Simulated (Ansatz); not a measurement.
Data:

ZrCuGe₂:
```cif
data_Cu2Ge4Zr2
_chemical_formula_sum 'Zr2 Cu2 Ge4'
_space_group_name_H-M_alt 'P4/nmm :1'
_space_group_IT_number 129
_space_group_name_Hall 'P 4ab 2ab -1ab'
_cell_length_a 3.78477
_cell_length_b 3.78477
_cell_length_c 9.21264
_cell_angle_alpha 90.000
_cell_angle_beta 90.000
_cell_angle_gamma 90.000
loop_
_space_group_symop_operation_xyz
  'x, y, z'
  '-y+1/2, x+1/2, z'
  '-x, -y, z'
  'y+1/2, -x+1/2, z'
  'x+1/2, -y+1/2, -z'
  '-y, -x, -z'
  '-x+1/2, y+1/2, -z'
  'y, x, -z'
  '-x+1/2, -y+1/2, -z'
  'y, -x, -z'
  'x+1/2, y+1/2, -z'
  '-y, x, -z'
  '-x, y, z'
  'y+1/2, x+1/2, z'
  'x, -y, z'
  '-y+1/2, -x+1/2, z'
loop_
_atom_site_label
_atom_site_type_symbol
_atom_site_symmetry_multiplicity
_atom_site_Wyckoff_symbol
_atom_site_fract_x
_atom_site_fract_y
_atom_site_fract_z
_atom_site_occupancy
Zr1 Zr 2 c 0.50000 0.00000 0.23757 1
Cu1 Cu 2 b 0.50000 0.50000 0.50000 1
Ge1 Ge 2 a 0.00000 0.00000 0.00000 1
Ge2 Ge 2 c 0.00000 0.50000 0.32886 1
```

This is the r²SCAN-relaxed structure.

Task: All from plane-wave PAW r²SCAN (Ansatz code), unless another level is named. Estimate the electronic character.

Result: metallic (no gap).

Task: Predict the formation energy from the elements (no fitted shifts).

Result: -0.51 eV/atom.

Task: Predict the density of states at the Fermi level.

Result: 0.44 states/eV per atom (mean over ±0.08 eV).

The first step of the workflow began from a Materials Project structure, measured or hypothetical; the Crystallography Open Database copy checked does not list it. Its standing as an ambient phase is unchecked. Symmetry was held in the r²SCAN relaxation; its stability against distortions is not shown here. No spin polarisation was allowed. The references are the lowest solids computed at this level, not always the standard phases. Spin–orbit coupling is left out wherever it is not named.

Potentials: the earlier of the program's two PAW sets.
